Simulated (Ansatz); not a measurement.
CsAlMo₂O₈:
```cif
data_AlCsMo2O8
_chemical_formula_sum 'Cs1 Al1 Mo2 O8'
_space_group_name_H-M_alt 'P-3m1'
_space_group_IT_number 164
_space_group_name_Hall '-P 3 2"'
_cell_length_a 5.57820
_cell_length_b 5.57820
_cell_length_c 8.00946
_cell_angle_alpha 90.000
_cell_angle_beta 90.000
_cell_angle_gamma 120.000
loop_
_atom_site_label
_atom_site_type_symbol
_atom_site_symmetry_multiplicity
_atom_site_Wyckoff_symbol
_atom_site_fract_x
_atom_site_fract_y
_atom_site_fract_z
_atom_site_occupancy
Cs1 Cs 1 a 0.00000 0.00000 0.00000 1
Al1 Al 1 b 0.00000 0.00000 0.50000 1
Mo1 Mo 2 d 0.66667 0.33333 0.29387 1
O1 O 2 d 0.66667 0.33333 0.07834 1
O2 O 6 i 0.31647 0.15824 0.36138 1
```

Relaxed with PBEsol.

Tabulate the valence density and the electron localisation function along the shortest Mo–O contact (1.73 Å), the program Ansatz at the PBEsol level (PAW).



| distance from Mo (Å) | density (e/Å³) | ELF |
|---|---|---|
| 0.17 | 6.51 | 0.38 |
| 0.26 | 6.50 | 0.51 |
| 0.35 | 6.19 | 0.61 |
| 0.43 | 5.54 | 0.66 |
| 0.52 | 4.64 | 0.65 |
| 0.60 | 3.68 | 0.60 |
| 0.69 | 2.81 | 0.50 |
| 0.78 | 2.17 | 0.40 |
| 0.86 | 1.79 | 0.36 |
| 0.95 | 1.72 | 0.45 |
| 1.04 | 1.93 | 0.58 |
| 1.12 | 2.42 | 0.70 |
| 1.21 | 3.20 | 0.74 |
| 1.29 | 4.21 | 0.70 |
| 1.38 | 5.29 | 0.61 |
| 1.47 | 6.27 | 0.47 |
| 1.55 | 7.01 | 0.34 |

The density is the valence pseudo-density with augmentation charge, so density and ELF within about 1 Å of a nucleus are not all-electron values.

The first step of the workflow began from a Materials Project structure, measured or hypothetical; the Crystallography Open Database files this formula in space group No. 164, but the cells were not matched. Whether it is the stable phase at ambient conditions was not checked. The cell was relaxed with PBEsol under the symmetry of its start; its stability against distortions is not shown here. The run is not spin-polarised. No Hubbard U is applied. Spin–orbit coupling is left out wherever it is not named.

Potentials: the later of the program's two PAW sets.
